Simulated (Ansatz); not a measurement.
Relaxed candidate structures of Au:

A. Fm-3m (No. 225), cF4, fcc (Cu type); a = b = c = 4.1240 Å, α = β = γ = 90.00°; Au 4a (0.000, 0.000, 0.000)

B. Fd-3m, origin choice 1 (No. 227), cF8, diamond type; a = b = c = 6.075 Å, α = β = γ = 90.00°; Au 8b (0.500, 0.500, 0.500)

Question: Order them by energy per atom (lowest first) at the level r2SCAN (plane waves to 500 eV, PAW, scalar-relativistic; Ansatz, a first-principles code).

Answer: A (reference, the lowest among the structures calculated here), B (+0.79 eV/atom)

Each run could gain symmetry but not lose that of its start, so entries can be saddle points. From databases, or of a type measured for this composition: Fm-3m, cF4, fcc (Cu type); the others are generated cells (placed on structure types, drawn at random, substituted or restacked) that were not matched to a known phase here. Energies are at zero temperature and pressure, without zero-point motion. Each cell has its own k-point mesh; energy differences are given only to the digits this allows. No spin polarisation in the result.
